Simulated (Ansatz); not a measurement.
Consider the following.

BN (h-BN type, space group P6_3/mmc)

```xyz
4
Lattice="2.5058 0.0000 0.0000 -1.2529 2.1701 0.0000 0.0000 0.0000 6.6162" Properties=species:S:1:pos:R:3 pbc="T T T"
B      0.0000     1.4467     1.6541
B      1.2529     0.7234     4.9622
N      0.0000     1.4467     4.9622
N      1.2529     0.7234     1.6541
```

Two coordinates are scanned: the volume, and the ratio of the stretch along z (the conventional c axis) to the stretch across it. Atoms keep their fractional coordinates.

The numbers are results of PBE-D3(BJ) (plane waves to 420 eV, PAW, scalar-relativistic; Ansatz, a first-principles code), not measurements. k mesh 15×15×5 (Γ-centred), Fermi-Dirac smearing 0.05 eV. Energies are smeared free energies. BN was relaxed with its symmetry unable to fall. The PAW data are Ansatz's earlier set. The zero of ΔE is the relaxed starting cell.

The scan covers V/V₀ from 0.920 to 1.080 in 5 points and (c/a)/(c/a)₀ from 0.880 to 1.120 in 5 points.

Problem. Is the preferred c/a under compression larger or smaller than under expansion?

Solution. Smaller than under expansion (fitted ratio 0.929 at V/V₀ = 0.92, 1.075 at 1.08).

Problem. What modulus against c/a change at fixed volume, (3/4V)·∂²E/∂(ln c/a)² follows at V = V₀, atoms clamped?

Solution. 191 GPa. Near the relaxed cell σzz − σxx = −2Cδ (compression positive), C being this modulus and δ the logarithm of the ratio.

(A scan under strain: stresses follow from slopes of the energy per volume, elastic moduli from its curvatures.)
